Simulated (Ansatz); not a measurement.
The elements of this relaxed trial crystal are hidden behind letters.

```
lattice vectors (Å)
  -2.9387    2.9387    5.4925
   2.9387   -2.9387    5.4925
   2.9387    2.9387   -5.4925
fractional positions
X 0.5000 0.5000 0.0000
Z 0.0000 0.0000 0.0000
Z 0.0115 0.7944 0.2171
Z 0.2056 0.4227 0.2171
Z 0.2056 0.9885 0.7829
Z 0.5773 0.7944 0.7829
```

The calculation used DFT PBE, scalar-relativistic, plane waves, PAW in Ansatz. The final run on the 6-atom cell used 420 eV, a Γ-centred 10×10×10 mesh, 0.10 eV smearing and no spin polarisation.

```
Space group                                 : I-4m2 (No. 119)
Conventional cell                           : a = 5.877 Å, c = 10.985 Å
Volume per atom                             : 31.62 Å³
Density                                     : 3.52 g/cm³
Formation energy                            : +0.16 eV/atom
Gap on the 10×10×10 mesh of the 6-atom cell : 0 eV (a metal)
```

Energies are uncorrected and count from the elements' standard states at the same level.

Question: X is an s-block element of period 4 and Z is a p-block element of period 4. Which elements are they?

Answer: X = K, Z = Ge, so the formula is KGe5. Density times volume gives a mean mass of 3.52 × 31.62/1.6605 = 67.0 u per atom, and this set has 67.0 u. K has 4 Ge at 3.48 Å and 12 Ge at 4.06–4.16 Å; Ge on a site of symmetry -4m2 is surrounded by 4 Ge at 2.59 Å and 4 K at 4.16 Å; Ge on a site of symmetry m has 4 Ge at 2.55–2.59 Å, 1 Ge at 3.33 Å, 1 K at 3.48 Å and 2 K at 4.06 Å. Other sets within the hints have nearly the same mass, so mass alone doesn't settle it; this one was computed.

A structure relaxed within its symmetry needn't be a true minimum.
